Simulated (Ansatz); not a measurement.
Problem. Each is relaxed and computed with the program Ansatz at the PBEsol level (PAW). Which is the only metal?
A) CsBH4, F-43m (Cs on 4a, B on 4b, H on 16e)
B) B4C, Cm (Pearson symbol mS30)
C) WO3, P6/mmm (W on 3f, O on 6l, O on 3g)
D) BW, Cmcm (B on 4c, W on 4c)

Solution. D, BW, Cmcm (B on 4c, W on 4c). BW: metal; B4C: gap 2.82 eV (indirect); WO3: gap 0.61 eV (indirect); CsBH4: gap 5.46 eV. Standing as an ambient phase not checked: BW, Cmcm (B on 4c, W on 4c); B4C, Cm (Pearson symbol mS30); WO3, P6/mmm (W on 3f, O on 6l, O on 3g); CsBH4, F-43m (Cs on 4a, B on 4b, H on 16e). All cells were relaxed under the symmetry of their starts (and spin orders); stability against distortions was not tested throughout. Rows with no word on spin ran without spin polarisation. Scalar-relativistic: spin–orbit coupling is off unless named, which matters more the heavier the elements.

Potentials: the later of the program's two PAW sets.
